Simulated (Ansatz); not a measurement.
Cr₃Os:
```
Cr3Os
1.0
    4.59169     0.00000     0.00000
    0.00000     4.59169     0.00000
    0.00000     0.00000     4.59169
Cr Os
6 2
Cartesian
  1.14792   0.00000   2.29585
  2.29585   3.44377   0.00000
  3.44377   0.00000   2.29585
  2.29585   1.14792   0.00000
  0.00000   2.29585   3.44377
  0.00000   2.29585   1.14792
  0.00000   0.00000   0.00000
  2.29585   2.29585   2.29585
```

Relaxed with PBEsol. Special points in fractions of this cell's reciprocal vectors: Γ (0.000, 0.000, 0.000); X (0.000, 0.500, 0.000); M (0.500, 0.500, 0.000); R (0.500, 0.500, 0.500).

List the band energies nearest the Fermi level at these points for the program Ansatz at the PBEsol level (PAW).

In eV from the Fermi level; about four levels below and three above (degenerate sets whole), none deeper than 8.9 eV; points with the same levels are listed once.

```
k                                below                          above
-  -----------------------------------  -----------------------------
Γ        -1.74 -1.74 -1.74 -1.62 -1.62                 0.39 0.39 0.39
X              -1.00 -1.00 -0.16 -0.16            0.00 0.00 0.01 0.01
M              -0.37 -0.37 -0.17 -0.07                 0.30 0.64 0.78
R  -1.45 -1.45 -1.45 -1.45 -1.45 -1.45  0.39 0.39 0.39 0.39 0.39 0.39
```

Space group Pm-3n (A15 (Cr3Si type)). The workflow started from an entry of the Crystallography Open Database (COD). Whether it is the stable phase at ambient conditions was not checked. The PBEsol relaxation kept the symmetry of its start; whether a distortion lowers the energy is not shown. The workflow began spin-polarised and lost its moments. Spin–orbit coupling is left out wherever it is not named.

Potentials: the later of the program's two PAW sets.
